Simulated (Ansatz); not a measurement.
ScC (rock salt, Fm-3m) at seven volumes, the program Ansatz at the PBE level (PAW), scaled uniformly. One row is withheld.

| V (Å³/atom) | P (GPa) |
|---|---|
| 11.663 | 17.45 |
| 12.048 | 10.74 |
| 12.432 | ? |
| 12.817 | 0.01 |
| 13.201 | -4.27 |
| 13.586 | -7.95 |
| 13.970 | -11.12 |

Task: Fit the shown pressures and predict the withheld one.

Result: P = (3/2)B₀(x^(7/2) − x^(5/2))[1 + (3/4)(B′ − 4)(x − 1)] with x = (V₀/V)^(2/3). Least squares on the six rows gives V₀ = 12.818 Å³/atom, B₀ = 153 GPa, B′ = 3.97. At V = 12.432, x = 1.0206 and P = 4.97 GPa. The run itself gave 4.97 GPa.

The first step of the workflow began from a Materials Project structure, measured or hypothetical; the Crystallography Open Database copy checked does not list it. Its standing as an ambient phase is unchecked. The PBE relaxation kept the symmetry of its start; its stability against distortions is not shown here. The run is not spin-polarised.

Potentials: the later of the program's two PAW sets.
